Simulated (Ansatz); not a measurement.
Ta:
```yaml
crystal:
  lattice:
    - [0.00000, 2.10377, 2.10377]
    - [2.10377, 0.00000, 2.10377]
    - [2.10377, 2.10377, 0.00000]
  atoms:
    - { symbol: Ta, position: [0.00000, 0.00000, 0.00000] }
```

Relaxed with r²SCAN. Special points in fractions of this cell's reciprocal vectors: Γ (0.000, 0.000, 0.000); X (0.500, 0.000, 0.500); U (0.625, 0.250, 0.625); K (0.375, 0.375, 0.750); L (0.500, 0.500, 0.500); W (0.500, 0.250, 0.750).

Q: List the band energies nearest the Fermi level at these points for r²SCAN with spin–orbit coupling (plane waves, PAW; program Ansatz).

A: In eV from the Fermi level; about four levels below and three above (degenerate sets whole), none deeper than 8.9 eV; points with the same levels are listed once.

```json
[
 {"k": "Γ", "below": "-8.49 -8.49", "above": "0.46 0.46 0.46 0.46"},
 {"k": "X", "below": "-4.51 -4.51 -3.47 -3.47", "above": "2.82 2.82 6.25 6.25"},
 {"k": "U", "below": "-3.36 -3.36 -2.46 -2.46", "above": "0.41 0.41 3.80 3.80"},
 {"k": "L", "below": "-4.77 -4.77", "above": "0.21 0.21 0.53 0.53"},
 {"k": "W", "below": "-1.35 -1.35 -1.08 -1.08", "above": "2.35 2.35 6.92 6.92"}
]
```

Space group Fm-3m (fcc (Cu type)). The first step of the workflow began from a Materials Project structure, measured or hypothetical; the Crystallography Open Database files this formula in space group No. 225, but the cells were not matched. It is not the phase usual at ambient conditions (space group No. 229). The r²SCAN relaxation kept the symmetry of its start. At this level the phase is mechanically unstable. No spin polarisation was allowed.

Potentials: the earlier of the program's two PAW sets.
